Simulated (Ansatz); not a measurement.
KBr (rock salt)

```
KBr
1.0
    0.00000     3.30442     3.30442
    3.30442     0.00000     3.30442
    3.30442     3.30442     0.00000
K Br
1 1
Direct
  0.00000   0.00000   0.00000
  0.50000   0.50000   0.50000
```

The slice is a {111} plane (indices of the conventional cell) through the point (0.000, 0.000, 0.000) (fractional), spanned by u = [100] and v = [-1 2 0] in vectors of this cell: u (4.67 Å) and v (8.09 Å, at 90° to u). It covers one period; positions are fractions (u, v).

The numbers are results of r2SCAN (plane waves to 500 eV, PAW, scalar-relativistic; Ansatz, a program for electronic structure), not measurements. k mesh 9×9×9. These are valence fields of a PAW run, semicore shells included where kept as valence: close to a nucleus they are smooth pseudo fields. KBr was relaxed with its symmetry unable to fall.

Question: Predict the map of the electron localisation function (ELF) on the slice.

Answer: 
```
|xxxx99994400000000000000449999xx|
|99999977110000000000000011779999|
|99997733000000111111000000337799|
|55442200000011223322110000002244|
|00000000000011223322110000000000|
|00000000000000112211000000000000|
|00000000000000000000000000000000|
|22110000000000000000000000000011|
|33221100000000000000000000001122|
|33221100000022445544220000001122|
|11110000003377999999773300000011|
|00000000117799999999997711000000|
|00000000449999xxxxxx999944000000|
|00000000559999xxxxxx999955000000|
|00000000449999xxxxxx999944000000|
|00000000117799999999997711000000|
|11110000003377999999773300000011|
|33221100000022445544220000001122|
|33221100000000000000000000001122|
|22110000000000000000000000000011|
|00000000000000000000000000000000|
|00000000000000112211000000000000|
|00000000000011223322110000000000|
|55442200000011223322110000002244|
|99997733000000111111000000337799|
|99999977110000000000000011779999|
|xxxx99994400000000000000449999xx|
|xxxx99995500000000000000559999xx|
```
Scale: ten equal steps from 0.01 (start of '0') to 0.88 (end of '9'), in the order '0123456789'. Values: electron localisation function (ELF). The map has 16 points along u (two characters each, u = 0 at the left) and 28 along v (v = 0 in the bottom row). Points within 0.5 Å of a nucleus are blanked (x), as the pseudised field means little there.
